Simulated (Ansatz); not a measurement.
# Vibrational response of Cd₂HgO₃

The calculation used DFT PBE, scalar-relativistic, plane waves, PAW (Ansatz 0.2.0). Cutoff 420 eV, 12×12×4 k-points (Γ-centred), Fermi-Dirac smearing of 0.15 eV. No spin polarisation. Phonons by linear response, acoustic sum rule imposed.

Relaxed structure:
```yaml
crystal:
  lattice:
    - [3.01715, -1.74189, 0.03334]
    - [3.01715, 1.74189, 0.03334]
    - [-2.11898, 0.00000, 8.98033]
  atoms:
    - { symbol: Cd, position: [0.71640, 0.71640, 0.14871] }
    - { symbol: Cd, position: [0.28360, 0.28360, 0.85129] }
    - { symbol: Hg, position: [0.50000, 0.50000, 0.50000] }
    - { symbol: O, position: [0.42641, 0.42641, 0.27825] }
    - { symbol: O, position: [0.00000, 0.00000, 0.00000] }
    - { symbol: O, position: [0.57359, 0.57359, 0.72175] }
```

The cell was found from a structure generator's guess, not taken from experiment. In a metal, frequencies depend on the k mesh and the smearing, soft modes most. Spin–orbit coupling is left out, which matters for heavy elements. A semilocal functional can close a gap that the real compound has.

Optical modes at Γ:
```
frequency (cm⁻¹)  degeneracy
              61           1
              61           1
              67           1
              67           1
             146           1
             166           1
             176           1
             176           1
             228           1
             228           1
             278           1
             278           1
             320           1
             585           1
             612           1
```

All 15 optical modes at Γ are real: no displacement of atoms at fixed cell lowers the energy to second order. Strains and modes at other wave vectors aren't tested by this run.
